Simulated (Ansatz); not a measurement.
CaB₆ in space group Pm-3m (No. 221; Ca on 1b, B on 6e), plane-wave PAW LDA (Ansatz code), all energies at zero smearing, with the estimated change up to a 700 eV cutoff added, with one set of potentials and settings (totals compare only within such a set). Cell of 7 atoms (1 Ca, 6 B): -2674.095 eV.

| element | reference phase | E (eV/atom) |
|---|---|---|
| Ca | Fm-3m, 1 atoms in the cell | -1772.6031 |
| B | R-3m, 12 atoms in the cell | -149.7758 |

Formation energy per atom, worked out: (-2674.095 − 1×(-1772.6031) − 6×(-149.7758))/7 = -0.405 eV/atom (-39 kJ per mol of atoms), at 0 K, without zero-point energy or fitted corrections.

The LDA relaxation kept the symmetry of its start; of distortions, only those at the zone centre were tested. The references are the lowest solids computed at this level, not always the standard phases.

Potentials: the later of the program's two PAW sets.
